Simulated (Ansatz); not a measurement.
How settings move the elastic constants of ZrS

All numbers below come from DFT LDA, scalar-relativistic, plane waves, PAW (Ansatz). Settings: 420 eV plane-wave cutoff, Γ-centred 14×14×14 mesh, Fermi-Dirac smearing of 0.15 eV. No spin polarisation.

Equilibrium structure at this level:
```
Zr S
1.0
     0.00000    2.56823    2.56823
     2.56823    0.00000    2.56823
     2.56823    2.56823    0.00000
Zr S
1 1
Direct
  0.00000 0.00000 0.00000
  0.50000 0.50000 0.50000
```

In a metal, frequencies and elastic constants depend on the k mesh and the smearing, soft modes and shear constants most. A semilocal functional can close a gap that the real compound has.

At these settings the run gives the elastic coefficients (GPa; two-point stencil, strain 0.002 and ions relaxed unless stated):
| setting | C11 | C12 | C44 |
| --- | --- | --- | --- |
| reference run | 369.4 | 47.5 | 27.4 |

One thing at a time is changed: cutoff 800 eV; cutoff 150 eV; SCF threshold 0.0001 eV; occupations fermi-dirac, width 0.5 eV; Berry-phase polarisation added; k mesh 3×3×3; at most 4 SCF iterations; strain amplitude 0.02; strain amplitude 0.0002; XC grid level 3. Some runs at doubtful settings were capped at 50 to 100 SCF iterations. What does each run give?

## Answers

```tsv
setting	C11	C12	C44
cutoff 800 eV	369.4	47.5	27.4
cutoff 150 eV	544.1	111.2	68.2
SCF threshold 0.0001 eV	368.8	47.8	24.0
occupations fermi-dirac, width 0.5 eV	361.1	47.0	21.4
Berry-phase polarisation added	input refused	–	–
k mesh 3×3×3	419.1	34.1	36.6
at most 4 SCF iterations	not converged	–	–
strain amplitude 0.02	372.7	47.4	27.6
strain amplitude 0.0002	369.4	47.5	27.4
XC grid level 3	369.4	47.5	27.4
```
The reference run stands for the crystal at ordinary settings. Unsound on purpose: cutoff 150 eV; at most 4 SCF iterations. No effect at these digits: cutoff 800 eV; strain amplitude 0.0002; XC grid level 3.

Cost: 11 runs of about 2.7 core-minutes in all, on Intel Xeon 6975P-C (Granite Rapids) (shared hosts).